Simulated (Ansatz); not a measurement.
Al$_{2}$Cu (Al2Cu type, space group I4/mcm)

```
CELL_PARAMETERS angstrom
     -3.02979     3.02979     2.43726
      3.02979    -3.02979     2.43726
      3.02979     3.02979    -2.43726
ATOMIC_POSITIONS crystal
  Al 0.65828 0.15828 0.81655
  Al 0.84172 0.65828 0.50000
  Al 0.15828 0.34172 0.50000
  Al 0.34172 0.84172 0.18345
  Cu 0.25000 0.25000 0.00000
  Cu 0.75000 0.75000 0.00000
```

In this cell atom 1 (Al, nearest neighbour Cu at 2.587 Å; its periodic images, 4.9 Å or more away, move with it) is moved by s towards the nearest neighbour, unit vector (-0.371, 0.800, -0.471); all other atoms and the cell stay fixed.

Level of theory: PBE (plane waves to 420 eV, PAW, scalar-relativistic; Ansatz, a first-principles code). k mesh 10×10×10 (Γ-centred), Fermi-Dirac smearing 0.05 eV. The energy includes the smearing's −TS. With partly filled bands, energies and forces of such displacements shift with the k mesh and the smearing. F∥ is the force on the atom along that direction. F⊥ is the part of the force across the line. Al2Cu is run without spin polarisation. Al2Cu was relaxed with its symmetry unable to fall. The zero of ΔE is the undisplaced structure.

```csv
s (Å),|F⊥| (eV/Å),F∥ (eV/Å),ΔE (eV/cell)
-0.260,0.299,1.333,0.175
-0.208,0.214,1.065,0.112
-0.156,0.146,0.803,0.064
-0.104,0.089,0.543,[?]
-0.052,0.042,0.280,0.007
0.000,0.018,0.006,0.000
0.052,[?],-0.284,0.007
0.104,0.091,-0.596,[?]
0.156,0.134,-0.939,[?]
0.208,0.179,-1.318,[?]
0.260,0.228,-1.744,0.208
```

**Question.** What belongs in the gaps?

**Answer.** 
- -0.104, ΔE (eV/cell): 0.029
- 0.052, |F⊥| (eV/Å): 0.051
- 0.104, ΔE (eV/cell): 0.030
- 0.156, ΔE (eV/cell): 0.070
- 0.208, ΔE (eV/cell): 0.128

(A displaced cell: forces are minus the slopes of the energy, force constants its curvatures, and phonons follow from these.)
